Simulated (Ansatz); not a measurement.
LaTiO3 (cubic perovskite)

```
LaTiO3
1.0
    3.90567     0.00000     0.00000
    0.00000     3.90567     0.00000
    0.00000     0.00000     3.90567
La Ti O
1 1 3
Cartesian
  0.00000   0.00000   0.00000
  1.95284   1.95284   1.95284
  0.00000   1.95284   1.95284
  1.95284   0.00000   1.95284
  1.95284   1.95284   0.00000
```

This relaxed cell (volume V₀) is scaled evenly in all directions, its shape held. Symmetry pins the atoms to their sites.

Level of theory: PBEsol (plane waves to 420 eV, PAW, scalar-relativistic; Ansatz, a quantum-chemistry and plane-wave program). k mesh 12×12×12 (Γ-centred), Fermi-Dirac smearing 0.05 eV. Stress and pressure are positive under compression. LaTiO3 is run without spin polarisation and with no Hubbard U. LaTiO3 was relaxed with its symmetry unable to fall. This is one of several known forms of LaTiO3; the measured ambient cells at hand have space group No. 62.

At one point of the scan the stress tensor (GPa) is:

```
   34.0      0.0      0.0
    0.0     34.0      0.0
    0.0      0.0     34.0
```

Question: Which point is it?
A. V/V₀ = 0.840
B. V/V₀ = 0.880
C. V/V₀ = 0.920
D. V/V₀ = 0.960

Answer: B, V/V₀ = 0.880

(A scan under strain: stresses follow from slopes of the energy per volume, elastic moduli from its curvatures.)
